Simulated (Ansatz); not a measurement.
Relaxed-ion elastic tensor of Ti in space group P6/mmm (No. 191; Ti on 1a, Ti on 2d) in GPa (Voigt order), the program Ansatz at the PBEsol level (PAW); density 4.83 g/cm³, 16.47 Å³ per atom.

```
 204  90.6  57.9   0.0   0.0   0.0
90.6   204  57.9   0.0   0.0   0.0
57.9  57.9   257   0.0   0.0   0.0
 0.0   0.0   0.0  54.2   0.0   0.0
 0.0   0.0   0.0   0.0  54.2   0.0
 0.0   0.0   0.0   0.0   0.0  56.8
```

Question: Is the crystal mechanically stable?

Answer: Yes: the smallest eigenvalue of C is 54.2 GPa.

Question: Work out the Voigt, Reuss and Hill averages.

Answer: K_V = 120, K_R = 120, K_H = 120; G_V = 63.6, G_R = 60.5, G_H = 62.1 GPa.

Question: Give Young's modulus, Poisson's ratio, Pugh's ratio and the universal anisotropy index.

Answer: E = 9KG/(3K + G) = 159 GPa; ν = 0.28; K/G = 1.93 (ductile by the Pugh limit of 1.75); A_U = 5G_V/G_R + K_V/K_R − 6 = 0.25.

Question: Estimate the sound speeds and the Debye temperature.

Answer: v_l = √((K + 4G/3)/ρ) = 6480 m/s, v_t = √(G/ρ) = 3590 m/s, mean 3990 m/s; Θ = (h/k)(3n/4πV)^(1/3) v_m = 467 K.

Question: Solve the Christoffel equation for the three sound speeds along x, y, z.

Answer: Eigenvalues of C_ijkl n_j n_l equal ρv². In km/s, slowest first: x 3.35, 3.43, 6.50; y 3.35, 3.43, 6.50; z 3.35, 3.35, 7.29.

Question: How much does each axis shrink under pressure?

Answer: Linear compressibilities β_i = Σ_j S_ij (j = 1 to 3): x 2.9, y 2.9, z 2.6 per TPa.

This is a known high-pressure phase of the composition, computed here at zero pressure and temperature. The cell was relaxed with PBEsol under the symmetry of its start; its stability against distortions is not shown here. The run is not spin-polarised. As this level gives no gap, shear constants depend on the k-mesh and smearing (Fermi–Dirac, 0.1 eV here).

Potentials: the earlier of the program's two PAW sets. The files were generated under PBE; for other functionals the program regenerates the frozen cores, and for LDA and PBEsol the local potential too.
